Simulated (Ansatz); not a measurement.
Sr (fcc (Cu type)), relaxed and computed with several functionals in Ansatz (plane waves, PAW).

| functional | a (Å) |
|---|---|
| PBEsol | 5.919 |
| LDA | … |
| PBE+D3(BJ) | 5.929 |

Question: What belongs in the gaps?

Answer: 
- LDA, a (Å): 5.783

All cells were relaxed under the symmetry of their starts (and spin orders); stability against distortions was not tested throughout. Scalar-relativistic: spin–orbit coupling is off unless named, which matters more the heavier the elements.

Potentials: the earlier of the program's two PAW sets. The files were generated under PBE; for other functionals the program regenerates the frozen cores, and for LDA and PBEsol the local potential too.

Ansatz (a first-principles code) is a plane-wave DFT program.
